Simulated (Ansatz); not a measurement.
These are results of Ansatz 0.2.0, DFT PBE, scalar-relativistic, plane waves, PAW, not measurements. All cells share a 420 eV cutoff and Γ-centred k meshes spaced at most about 0.3 Å⁻¹ (about 0.25 or finer for metals, 2π included). Collinear spin in cells that started with moments and kept them past the coarse steps, no spin elsewhere.

Each of these unrelaxed guesses is relaxed in cell and atoms within its symmetry. A guess keeps its type if space group and coordination stay and the shape of the cell changes little (axis ratios within about 15 %, angles within 6°); the volume may change.

1. ScAl2Sb2As

```
CELL_PARAMETERS angstrom
4.05796 0.00000 0.00000
0.00000 4.05796 0.00000
0.00000 0.00000 7.57154
ATOMIC_POSITIONS crystal
Sc 0.00000 0.00000 0.50000
Al 0.00000 0.50000 0.50000
Al 0.50000 0.00000 0.50000
Sb 0.50000 0.50000 0.74875
Sb 0.50000 0.50000 0.25125
As 0.00000 0.00000 0.00000
```

2. CaIrC4N4 (collinear spin from parallel moments)

```
CELL_PARAMETERS angstrom
6.11645 0.00000 0.00000
0.00000 6.11645 0.00000
0.00000 0.00000 6.11645
ATOMIC_POSITIONS crystal
Ca 0.50000 0.50000 0.50000
Ir 0.00000 0.00000 0.00000
C 0.18095 0.18095 0.18095
C 0.18095 0.81905 0.81905
C 0.81905 0.18095 0.81905
C 0.81905 0.81905 0.18095
N 0.29139 0.29139 0.29139
N 0.29139 0.70861 0.70861
N 0.70861 0.29139 0.70861
N 0.70861 0.70861 0.29139
```

3. ZnAuC4N4 (collinear spin from parallel moments)

```
CELL_PARAMETERS angstrom
5.88262 0.00000 0.00000
0.00000 5.88262 0.00000
0.00000 0.00000 5.88262
ATOMIC_POSITIONS crystal
Zn 0.50000 0.50000 0.50000
C 0.18814 0.18814 0.18814
C 0.18814 0.81186 0.81186
C 0.81186 0.18814 0.81186
C 0.81186 0.81186 0.18814
Au 0.00000 0.00000 0.00000
N 0.30297 0.30297 0.30297
N 0.30297 0.69703 0.69703
N 0.69703 0.30297 0.69703
N 0.69703 0.69703 0.30297
```

4. FeOsC4N4 (collinear spin from parallel moments)

```
CELL_PARAMETERS angstrom
5.88089 0.00000 0.00000
0.00000 5.88089 0.00000
0.00000 0.00000 5.88089
ATOMIC_POSITIONS crystal
Fe 0.00000 0.00000 0.00000
Os 0.50000 0.50000 0.50000
C 0.19026 0.19026 0.19026
C 0.19026 0.80974 0.80974
C 0.80974 0.19026 0.80974
C 0.80974 0.80974 0.19026
N 0.30512 0.30512 0.30512
N 0.30512 0.69488 0.69488
N 0.69488 0.30512 0.69488
N 0.69488 0.69488 0.30512
```

Q: Which guesses survive the relaxation?

A: Guesses 2, 3 and 4 keep their type.

```tsv
guess	kept	start group	end group	V start (Å³/atom)	V end	b/a and c/a, end over start	nearest neighbours start	nearest neighbours end
1	no	P4/mmm	P4/mmm	20.8	28.0	1.00, 0.55	Al 2, As 10, Sb 4, Sc 4	Al 6, As 2, Sb 6, Sc 6
2	yes	P-43m	P-43m	22.9	25.5	1.00, 1.00	C 1, Ca 4, Ir 4, N 1	C 1, Ca 4, Ir 4, N 1
3	yes	P-43m	P-43m	20.4	21.9	1.00, 1.00	Au 4, C 1, N 1, Zn 4	Au 4, C 1, N 1, Zn 4
4	yes	P-43m	P-43m	20.3	17.7	1.00, 1.00	C 1, Fe 4, N 1, Os 4	C 1, Fe 4, N 1, Os 4
```

Neighbours count within 15 % of an atom's shortest distance; end groups are read at 0.02 Å (0.05 Å in metals).

Spin–orbit coupling, which can matter for Au, Ir, Os and Sb, is left out. Another magnetic order may lie lower. Trial moments died out on the coarse mesh in FeOsC4N4 P-43m; another magnetic start might hold. Cells relaxed within their symmetry can be saddle points.
